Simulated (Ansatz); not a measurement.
MgZn3S4 in space group C2 (No. 5; Pearson symbol mS64), r²SCAN in the plane-wave PAW code Ansatz, all energies at zero smearing, with the estimated change up to a 700 eV cutoff added, with one set of potentials and settings (totals compare only within such a set). Cell of 32 atoms (12 Zn, 16 S, 4 Mg): -62140.714 eV.

```json
[
 {"element": "Zn", "reference phase": "P6_3/mmc, 2 atoms in the cell", "E (eV/atom)": "-3325.6729"},
 {"element": "S", "reference phase": "P2/c, 32 atoms in the cell", "E (eV/atom)": "-905.8156"},
 {"element": "Mg", "reference phase": "P6_3/mmc, 2 atoms in the cell", "E (eV/atom)": "-1926.4086"}
]
```

Formation energy per atom, worked out: (-62140.714 − 12×(-3325.6729) − 16×(-905.8156) − 4×(-1926.4086))/32 = -1.061 eV/atom (-102 kJ per mol of atoms), at 0 K, without zero-point energy or fitted corrections.

The start of the workflow was typed in or built on a structure type; neither database checked (COD, Materials Project) lists it. Whether it is the stable phase at ambient conditions was not checked. Symmetry was held in the r²SCAN relaxation; its stability against distortions is not shown here. The references are the lowest solids computed at this level, not always the standard phases.

Potentials: the later of the program's two PAW sets.
